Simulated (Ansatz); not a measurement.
MoSe2 in space group P4_2/mnm (No. 136; Mo on 2a, Se on 4f) at seven volumes, plane-wave PAW PBE (Ansatz code), shape and atoms relaxed at each. One row is withheld.

| V (Å³/atom) | P (GPa) |
|---|---|
| 19.706 | 11.80 |
| 20.355 | 7.12 |
| 21.005 | 3.24 |
| 21.655 | 0.00 |
| 22.304 | ? |
| 22.954 | -5.02 |
| 23.603 | -6.89 |

Fit the shown pressures and predict the withheld one.

P = (3/2)B₀(x^(7/2) − x^(5/2))[1 + (3/4)(B′ − 4)(x − 1)] with x = (V₀/V)^(2/3). Least squares on the six rows gives V₀ = 21.652 Å³/atom, B₀ = 99.0 GPa, B′ = 4.98. At V = 22.304, x = 0.9804 and P = -2.73 GPa. The run itself gave -2.73 GPa.

A made-up cell: these elements were put on the sites of a structure type; neither database checked (COD, Materials Project) lists it. It is not the phase usual at ambient conditions (space group No. 194). Symmetry was held in the PBE relaxation; its stability against distortions is not shown here. The run is not spin-polarised.

Potentials: the later of the program's two PAW sets.
